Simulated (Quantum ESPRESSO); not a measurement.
Cs2NaInH6 is modelled in the cubic space group Fm-3m (No. 225), Pearson symbol cF40. Cell: a = b = c = 8.8553 Å, α = β = γ = 90.00°. H on 24e is surrounded by 1 In at 1.975 Å and 1 Na at 2.453 Å and 4 Cs at 3.140 Å (octahedral). Na on 4b is surrounded by 6 H at 2.453 Å (octahedral). In on 4a sees 6 H at 1.975 Å and 8 Cs at 3.834 Å. Cs on 8c sees 12 H at 3.140 Å and 4 In at 3.834 Å. (Neighbours: up to the widest gap in distance over summed covalent radii, below 1.35, at either atom; cation-cation contacts left out.)
(The calculation used a cell of 10 atoms; values per cell refer to that cell.)

The geometry is that of Materials Project entry mp-989610, symmetrised and not relaxed again.

What does norm-conserving LDA (Quantum ESPRESSO, 88 Ry, no spin-orbit coupling) give for the electronic structure near the Fermi level?

The LDA gap is indirect, 0.88 eV, from X to Γ; the smallest direct gap is 1.35 eV. Spin-orbit splittings are left out.

The structure is a Materials Project entry; no match was found in the copy of COD used, and its stability was not checked.
